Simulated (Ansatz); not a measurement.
**Cd$_{3}$Ga, a known structure type with other elements, at an estimated volume**

```
CELL_PARAMETERS angstrom
6.89893 0.00000 0.00000
-3.44946 5.97465 0.00000
0.00000 0.00000 3.93824
ATOMIC_POSITIONS crystal
Cd 0.38770 0.30190 0.25000
Cd 0.08580 0.38770 0.75000
Cd 0.69810 0.08580 0.25000
Cd 0.61230 0.69810 0.75000
Cd 0.91420 0.61230 0.25000
Cd 0.30190 0.91420 0.75000
Ga 0.33330 0.66670 0.25000
Ga 0.66660 0.33330 0.75000
```

Method: r2SCAN, no spin polarisation; PAW, plane waves to 500 eV, 6×6×9 Γ-centred mesh, fermi-dirac occupations (width 0.1 eV) (Ansatz 0.2.0), atoms fixed.

Stress: The pressure is 10.5 GPa (compression positive), so with the atoms held at these fractions the cell would first expand; the forces are large, so a full relaxation may end otherwise. The principal stresses 8.8, 8.8, 13.9 GPa differ, so its shape would change too.
Formation energy: 0.29 eV an atom against the elements' usual phases (free molecules for gases, crystals otherwise, with no correction for O₂ or N₂), so at this geometry it isn't bound against them. Relaxing would lower it.
Contacts: Cd–Ga at 2.69 Å: least valence density 0.28 e/Å³ and ELF 0.33 there. Cd–Cd at 3.08 Å: least valence density 0.17 e/Å³ and ELF 0.18 there. These are pseudo-fields; inside the PAW spheres they differ from the all-electron ones.
Electronic structure: It is a metal, with about 2.9 states/eV a cell as the mean within 0.25 eV of the Fermi level.
Forces: The largest is on Cd1 (and as large on other atoms): 1.13 eV/Å, components (-0.88, -0.72, 0.00). It makes 125° with the line to a nearest neighbour, Ga8 at 2.69 Å.

Origin: a known structure type with other elements, at an estimated volume, so it need not be a known compound.
